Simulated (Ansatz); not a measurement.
Starting cell, SnTe (rock salt):

```
CELL_PARAMETERS angstrom
      0.00000     3.18559     3.18559
      3.18559     0.00000     3.18559
      3.18559     3.18559     0.00000
ATOMIC_POSITIONS crystal
  Te 0.00000 0.00000 0.00000
  Sn 0.50000 0.50000 0.50000
```

In each cell atom 2 (Sn, nearest neighbour Te at 3.186 Å; its periodic images, 4.5 Å or more away, move with it) moves by s·(0.000, 0.000, 1.000) (along Cartesian z), the rest being held.

The numbers are results of r2SCAN (plane waves to 500 eV, PAW, scalar-relativistic; Ansatz, a program for electronic structure), not measurements. k mesh 10×10×10 (Γ-centred), Fermi-Dirac smearing 0.05 eV. Energies are smeared free energies. SnTe was relaxed with its symmetry unable to fall. Spin-orbit coupling is left out, though Te is heavy. The PAW data are Ansatz's earlier set. The zero of ΔE is the undisplaced structure.

```csv
s (Å),ΔE (meV/cell)
-0.320,23.3
-0.256,withheld
-0.192,-2.4
-0.128,-2.9
-0.064,-1.0
0.000,0.0
0.064,-1.0
0.128,-2.9
0.192,-2.4
0.256,withheld
0.320,23.3
```

Fit an even polynomial form (powers 2, 4) to the given rows and predict ΔE at s = 0.256.

Least squares on the 9 given rows: ΔE = (-236.5)·s² + (4533)·s⁴, in meV/cell with s in Å; root-mean-square residual 0.15 meV/cell. At 0.256 the fit gives 4.0 meV/cell; the calculation gives 4.8 meV/cell, so the interpolation is off by -0.8 (-16.7 %). The quadratic term alone would give -15.5 meV/cell: it is negative, as the undisplaced cell is unstable along this move.

(A displaced cell: forces are minus the slopes of the energy, force constants its curvatures, and phonons follow from these.)
